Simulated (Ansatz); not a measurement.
**Na$_{2}$CoH$_{6}$O$_{6}$ single point**

input.yaml (Ansatz 0.2.0)

```yaml
crystal:
  lattice:
    - [2.851221, 4.938456, 0.0]
    - [-2.851221, 4.938456, 0.0]
    - [0.0, 0.0, 4.650165]
  atoms:
    - { symbol: O, position: [0.296, 0.727, 0.256] }
    - { symbol: O, position: [0.977, 0.296, 0.256] }
    - { symbol: O, position: [0.727, 0.977, 0.256] }
    - { symbol: O, position: [0.704, 0.273, 0.744] }
    - { symbol: O, position: [0.023, 0.704, 0.744] }
    - { symbol: O, position: [0.273, 0.023, 0.744] }
    - { symbol: Co, position: [0.0, 0.0, 0.0] }
    - { symbol: Na, position: [0.3333, 0.3334, 0.0] }
    - { symbol: Na, position: [0.6667, 0.6666, 0.0] }
    - { symbol: H, position: [0.346, 0.803, 0.404] }
    - { symbol: H, position: [0.851, 0.346, 0.404] }
    - { symbol: H, position: [0.803, 0.851, 0.404] }
    - { symbol: H, position: [0.654, 0.197, 0.596] }
    - { symbol: H, position: [0.149, 0.654, 0.596] }
    - { symbol: H, position: [0.197, 0.149, 0.596] }
  symmetry: { tolerance: 0.0003 }
kpoints:
  mp_grid: { grid: [5, 5, 6], shift: [0, 0, 0] }
magnetization:
  spin_polarized: false
scf:
  occupations: { method: fermi_dirac }
  lower_state_search: "off"
  max_iter: 200
hamiltonian:
  pseudopotentials: { kind: paw }
  xc: r2scan
basis:
  ecutwfc: 500
  fft_grid_basis: typed
output:
  forces: true
  stress: true
  eigenvalues: true
  bader: true
  populations: true
  elf: true
  write_potential: true
  volumetric_format: npy
  dos:
    e_range: [-12, 8]
    de: 0.05
    projected: { site_lists: { Co: [Co], H: [H], Na: [Na], O: [O] } }
  write_density: true
checkpoint:
  read: saved_state
```

Run as

```sh
ansatz run input.yaml --threads 1 --pin off --max-ram 2560MiB --backend cpu --events-out ev --progress --plain --runs-dir out
```

The saved state is an earlier solution for the same cell, perhaps on another mesh. 

Parts of the output:

```
Free energy (F): -11617.1528 eV
Harris-Foulkes:  -11617.1528 eV  (|F-HF|=1.29e-9)
Internal energy: -11616.9363 eV  (E = F + TS)
E sigma→0 (E₀):  -11617.0446 eV
Entropy (-TS):   -0.2165 eV (-14.435 meV/atom)
Fermi energy:    2.3906 eV
--- Per-component energies (eV) ---
  E_band       = -1177.7544
  E_kinetic    = 1830.5366
  E_local      = -9745.3101  (includes V_loc(G=0)·N_el)
  E_nonlocal   = 979.4662
  E_hartree    = 3778.7207
  E_xc         = -722.1237
  E_vxc        = -1048.6647  (∫ρ·V_xc dr)
  E_paw        = -3014.8817  (= ΣΔE_a)
  E_vpaw       = -822.7521  (= ΣTr[D̂ρ^β])
  E_aug_tail   = 0.0033  (compensation charges beyond the density's cutoff)
  E_vtau       = 71.5300  (kinetic-family band-sum trace: ∫τ·v_τ [+ j·A + Jᵃ·Aᵃ] dr)
  E_ewald      = -4722.8083
  E_core_change = -0.5394  (= ΣΔE_core)
  E_smearing   = -0.2165  (= −TS)
--- Forces (eV/Å), atoms counted from 1 ---
  atom   1  O     -0.4054    -1.9613    -3.0278
  atom   2  O      1.9013     0.6295    -3.0278
  atom   3  O     -1.4958     1.3318    -3.0278
  atom   4  O      0.4054     1.9613     3.0278
  atom   5  O     -1.9013    -0.6295     3.0278
  atom   6  O      1.4958    -1.3318     3.0278
  atom   7  Co     0.0000     0.0000     0.0000
  atom   8  Na     0.0000     0.0000     0.8126
  atom   9  Na     0.0000     0.0000    -0.8126
  atom  10  H     -0.7634     1.4812     1.6841
  atom  11  H     -0.9011    -1.4018     1.6841
  atom  12  H      1.6645    -0.0795     1.6841
  atom  13  H      0.7634    -1.4812    -1.6841
  atom  14  H      0.9011     1.4018    -1.6841
  atom  15  H     -1.6645     0.0795    -1.6841
--- Stress (GPa, compression-positive) ---
       -2.9952       0.0000       0.0000
        0.0000      -2.9952       0.0000
        0.0000       0.0000      -1.6292
  P = ⅓ Tr σ = -2.5398 GPa (-25.398 kbar)
--- Löwdin populations: 15 sites ---
  site symbol       q [e]
     0      O      6.7835
     1      O      6.7835
     2      O      6.7835
     3      O      6.7835
     4      O      6.7835
     5      O      6.7835
     6     Co     15.6747
     7     Na      8.2315
     8     Na      8.2315
     9      H      0.6187
    10      H      0.6187
    11      H      0.6187
    12      H      0.6187
    13      H      0.6187
    14      H      0.6187
  spilling = 0.0058 (of n_electrons = 77.0000)
--- Bader charges: 15 sites ---
  site symbol  charge [e]  shift [e]
     0      O     -1.1633     0.0035
     1      O     -1.1633     0.0035
     2      O     -1.1633     0.0035
     3      O     -1.1633     0.0035
     4      O     -1.1633     0.0035
     5      O     -1.1632     0.0035
     6     Co      1.5956     0.0013
     7     Na      0.8848     0.0006
     8     Na      0.8848     0.0006
     9      H      0.6024     0.0035
    10      H      0.6024     0.0035
    11      H      0.6024     0.0035
    12      H      0.6024     0.0035
    13      H      0.6024     0.0035
    14      H      0.6024     0.0035
```

Origin: a known structure type with other elements, at an estimated volume, so it need not be a known compound. Caveats: no spin polarisation, so a magnetic state may lie lower; atoms or cell far from equilibrium.

It took 3.8 min on 1 thread of Arm Neoverse V1, on a shared host, peak memory 0.8 GiB, starting from a saved density.
